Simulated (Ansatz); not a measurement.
Recipe of this trial structure of SiB₄: random cell by space group and Wyckoff sites (P3m1, No. 156). The dimensions are guesses.

```yaml
crystal:
  lattice:
    - [3.46343, 0.00000, 0.00000]
    - [-1.73171, 2.99942, 0.00000]
    - [0.00000, 0.00000, 4.23081]
  atoms:
    - { symbol: Si, position: [0.33333, 0.66667, 0.28244] }
    - { symbol: B, position: [0.21253, 0.78747, 0.84070] }
    - { symbol: B, position: [0.21253, 0.42506, 0.84070] }
    - { symbol: B, position: [0.57494, 0.78747, 0.84070] }
    - { symbol: B, position: [0.00000, 0.00000, 0.71763] }
```

Computed with DFT PBE, scalar-relativistic, plane waves, PAW (Ansatz). Cutoff 420 eV, Gaussian smearing, Γ-centred meshes. Cell and atoms relax first on a coarse mesh and then on a finer one. In between, the cell is made exact in the group found at 0.06 Å. In metals the finer mesh still leaves noise of several meV/atom or more. The steps can't lower the symmetry of their start. No spin polarisation.

A guess keeps its type if space group and coordination stay and the shape of the cell changes little (axis ratios within about 15 %, angles within 6°); the volume may change.

Problem. Will the relaxed cell still be of the starting type?

Solution. It doesn't keep its type. The symmetry stays P3m1 (No. 156). The volume per atom grows by 7.8 %, from 8.8 to 9.5 Å³. The shortest distance goes from 1.26 Å (B–B) to 1.70 Å (B–B). The ratio c/a of the conventional cell changes by a factor of 1.10. Counting neighbours within 15 % of an atom's shortest distance, the start has B 3, Si 3 and the end B 5/6, Si 6. In detail, at the end Si is surrounded by 3 B at 2.04 Å and 3 B at 2.33 Å; around B on a site of symmetry m lie 4 B at 1.70–1.74 Å, 1 B at 1.90 Å and 1 Si at 2.33 Å; around B on a site of symmetry 3m lie 3 B at 1.90 Å and 3 Si at 2.04 Å.

```cif
data_structure
_symmetry_space_group_name_H-M 'P3m1'
_symmetry_Int_Tables_number 156
_cell_length_a 3.4375
_cell_length_b 3.4375
_cell_length_c 4.6318
_cell_angle_alpha 90.000
_cell_angle_beta 90.000
_cell_angle_gamma 120.000
_cell_volume 47.40
loop_
_atom_site_label
_atom_site_type_symbol
_atom_site_symmetry_multiplicity
_atom_site_Wyckoff_symbol
_atom_site_fract_x
_atom_site_fract_y
_atom_site_fract_z
_atom_site_occupancy
Si1 Si 1 b 0.33333 0.66667 0.41128 1
B1 B 3 d 0.16496 0.83504 0.86547 1
B2 B 1 a 0.00000 0.00000 0.51449 1
```

The last run used a 12×12×8 mesh (in the run's order of axes) for its 5-atom cell and Gaussian smearing of 0.10 eV. Weakly bound directions are ill-defined at this level, which has no dispersion term. Symmetry constrained the relaxation, so the result can be a saddle point.

In counts of neighbours, a slash parts the counts of unlike sites.
